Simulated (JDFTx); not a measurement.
Reference run:

Al(110) slab cut from bulk Al (space group Fm-3m, indices of the conventional cell, lattice of the Materials Project entry mp-134, not re-optimised): 5 atoms in 5 planes, a 1x1 cell of 11.54 Å² (|a| = 4.039, |b| = 2.856 Å), 5.7 Å between the outermost planes, cell height 21.7 Å, 6×8×1 k mesh, Fermi smearing 0.01 Ha, no spin polarisation.

The reference is PBE, GBRV ultrasoft potentials, plane waves to 20/100 Ha; code: JDFTx (a modified build). Unrelaxed; liquid: CANDLE, water, 1 M NaF. Potentials refer to SHE, placed 4.44 V below the bulk liquid's zero by convention.

```tsv
slab thickness	work function (eV)	U_pzc (V)	mean C above U_pzc (μF/cm²)	k states × plane waves	cycles, vacuum run	rough core time, vacuum run
2 atoms, 1.4 Å	4.04	-0.74	17 over 0.5 V	20 × 5787	16	70 s
3 atoms, 2.9 Å	___	___	15 over 0.5 V	20 × 6284	17	90 s
4 atoms, 4.3 Å	4.17	-0.61	16 over 0.5 V	20 × 6750	18	2 min
5 atoms, 5.7 Å	4.05	-0.74	18 over 0.5 V	20 × 7213	19	3 min
```

### Question
Some entries are withheld; supply them.

### Answer

- 3 atoms, 2.9 Å, work function (eV): 4.20
- 3 atoms, 2.9 Å, U_pzc (V): -0.56

Core times come from shared machines and are rough, one run each.
